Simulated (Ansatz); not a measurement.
Cu3Au:
```
CELL_PARAMETERS angstrom
      3.78083     0.00000     0.00000
      0.00000     3.78083     0.00000
      0.00000     0.00000     3.78083
ATOMIC_POSITIONS crystal
  Au 0.00000 0.00000 0.00000
  Cu 0.00000 0.50000 0.50000
  Cu 0.50000 0.00000 0.50000
  Cu 0.50000 0.50000 0.00000
```

Relaxed with PBE.

Problem. Map the valence electron density (e/Å³), cut off at 7 on the plane through (0.000, 0.000, 0.000) spanned by u = [1, 1, 0] and v = [1, 0, 1] in lattice vectors, from DFT-PBE in the program Ansatz with PAW potentials.

Solution. x is the fraction of u, y of v (the angle between them is 60°; rows are the nearest grid lines); atoms in the plane: Au at (0.00, 0.00), Cu at (0.50, 0.50), Cu at (0.00, 0.50), Cu at (0.50, 0.00).
```
|@@@#-     :@@@@@@:     -#@@@|
|@@@@=.    .=@@@@@=.    .=@@@|
|@@@@+:     .+@@@@+.     :+@@|
|-=+=-.        .::.        .-|
| .::.                       |
|                            |
|                            |
|                            |
|          ...           ... |
|@=.      .=@@@%:       :%@@@|
|@@+.     .+@@@@@:      :@@@@|
|@@@-      -@@@@@%.     .%@@@|
|@@@%.     .%@@@@@-      -@@@|
|@@@@:      :@@@@@+.     .+@@|
|@@@%:       :%@@@=.      .=@|
| ...           ...          |
|                            |
|                            |
|                            |
|                       .::. |
|-.        .::.        .-=+=-|
|@@+:     .+@@@@+.     :+@@@@|
|@@@=.    .=@@@@@=.    .=@@@@|
|@@@#-     :@@@@@@:     -#@@@|
```
Scale: ten equal steps from 0.176 (start of ' ') to 7.00 (end of '@'), in the order ' .:-=+*#%@'; x runs from 0.000 to 1.00, y from 0.000 (bottom) to 1.00 (top).

The density is the valence pseudo-density with augmentation charge, so density and ELF within about 1 Å of a nucleus are not all-electron values.

Space group Pm-3m (Cu3Au type). The cell was relaxed with PBE under the symmetry of its start; of distortions, only those at the zone centre were tested. No spin polarisation was allowed. Spin–orbit coupling is left out wherever it is not named.

Potentials: the later of the program's two PAW sets.
